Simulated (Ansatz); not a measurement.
YTe: a film clamped to a substrate

Method: Ansatz, DFT PBEsol, scalar-relativistic, plane waves, PAW. The runs took a 420 eV cutoff, a Γ-centred 14×14×14 mesh and Gaussian smearing (0.15 eV). Spin–orbit coupling is left out, which matters for the heavy elements here. No spin polarisation. Energies are free energies at this smearing, counted from the undisturbed cell; pressure is positive in compression.

The starting cell (as given, not relaxed at this level; it stands at -0.5 GPa, and it needn't be the usual structure):

```xyz
2
Lattice="0.0000 3.0475 3.0475 3.0475 0.0000 3.0475 3.0475 3.0475 0.0000" Properties=species:S:1:pos:R:3 pbc="T T T"
Y     0.0000    0.0000    0.0000
Te    3.0475    3.0475    3.0475
```

The cell (2 atoms, V0 = 56.61 Å³) is strained by p along both x and y and by q along z, fractional coordinates fixed. τp = (1/V0) ∂E/∂p = (σxx + σyy)(1 + p)(1 + q) and τq = (1/V0) ∂E/∂q = σzz(1 + p)², with tension positive.

| p | q | ΔE (meV/atom) | τp (GPa) | τq (GPa) |
| --- | --- | --- | --- | --- |
| 0.000 | 0.000 | 0.00 | 0.96 | 0.48 |
| -0.015 | 0.000 | 5.31 | -5.14 | 0.06 |
| 0.015 | 0.000 | 9.53 | 6.08 | 0.93 |
| 0.000 | -0.015 | 2.36 | 0.52 | -2.35 |
| 0.000 | 0.015 | 4.48 | 1.39 | 2.83 |

Task: Get the second derivatives of the energy density.

Result: Central differences give A = ∂τp/∂p = 374 GPa (C11 + C22 + 2 C12), C = ∂τq/∂q = 173 GPa (C33) and the cross term B = ∂τq/∂p = 29.0 GPa (C13 + C23); ∂τp/∂q = 29.0 GPa must equal B, and any difference shows higher-order terms. The ions are clamped. In a cubic crystal C11 = C = 173, C12 = B/2 = 14.5 GPa and A should be 2(C11 + C12) = 374 GPa; the bulk modulus is (C11 + 2 C12)/3 = 67 GPa.

Task: A film of this crystal grows with z along the normal on a substrate that imposes p. How does its thickness respond, and what does the misfit cost?

Result: Count p and q from the stress-free cell. A free surface needs τq = 0, so q = −(B/C) p = -0.17 p. The energy density left is (A − B²/C) p²/2 = M p², with the biaxial modulus M = 185 GPa; a misfit of 1 % costs 3.26 meV/atom, against 3.30 meV/atom if the thickness were held.

At p = -0.030 the energies along q are 45.4 (q = -0.030), 32.7 (q = -0.015), 28.2 (q = 0.000), 30.6 (q = 0.015), 38.6 (q = 0.030) meV/atom.

Task: Does the linear rule hold at this misfit?

Result: A parabola through the lowest point and its neighbours has its minimum at q = 0.002, 28.2 meV/atom. With the stress left in the starting cell, τp0 and τq0, linear elasticity gives q = −(τq0 + Bp)/C = 0.002 and E = V0(τp0 p + τq0 q + Ap²/2 + Bpq + Cq²/2)/N = 24.6 meV/atom. The energies differ by more than a tenth, so the quadratic law fails here: the gap holds the anharmonic part, with some error from the wide steps. Cubic terms also shift the vertex of so wide a parabola.

In a metal these slopes depend on the k mesh and the smearing.